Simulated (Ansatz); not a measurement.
Consider the following.

BAs:
```cif
data_As2B2
_chemical_formula_sum 'B2 As2'
_space_group_name_H-M_alt 'P63mc'
_space_group_IT_number 186
_space_group_name_Hall 'P 6c -2c'
_cell_length_a 3.36464
_cell_length_b 3.36464
_cell_length_c 5.57364
_cell_angle_alpha 90.000
_cell_angle_beta 90.000
_cell_angle_gamma 120.000
loop_
_atom_site_label
_atom_site_type_symbol
_atom_site_symmetry_multiplicity
_atom_site_Wyckoff_symbol
_atom_site_fract_x
_atom_site_fract_y
_atom_site_fract_z
_atom_site_occupancy
B1 B 2 b 0.33333 0.66667 0.37458 1
As1 As 2 b 0.33333 0.66667 0.00042 1
```

This is the r²SCAN-relaxed structure.

**Question.** All from plane-wave PAW r²SCAN (Ansatz code), unless another level is named. Estimate the Born charges (a third of the trace).

**Answer.** B -0.39, As +0.39 e.

**Question.** Next, the static dielectric constant ε0 (ions relaxed, cell fixed)?

**Answer.** 8.99 (xx = yy), 9.76 (zz).

**Question.** And the electronic dielectric constant ε∞ (DFPT)?

**Answer.** 8.92 (xx = yy), 9.70 (zz).

**Question.** Predict the Bader charges.

**Answer.** B +0.21, As -0.21 e.

**Question.** And the largest static χ(2) component?

**Answer.** 21 pm/V.

Space group P6_3mc (wurtzite). The workflow started from a Materials Project entry (that database holds measured and hypothetical structures alike); the Crystallography Open Database copy checked does not list it. It is not the phase usual at ambient conditions (space group No. 216). The r²SCAN relaxation kept the symmetry of its start; its stability against distortions is not shown here. Scalar-relativistic: spin–orbit coupling is off unless named, which matters more the heavier the elements.

Potentials: the earlier of the program's two PAW sets. The files were generated under PBE; for other functionals the program regenerates the frozen cores, and for LDA and PBEsol the local potential too.
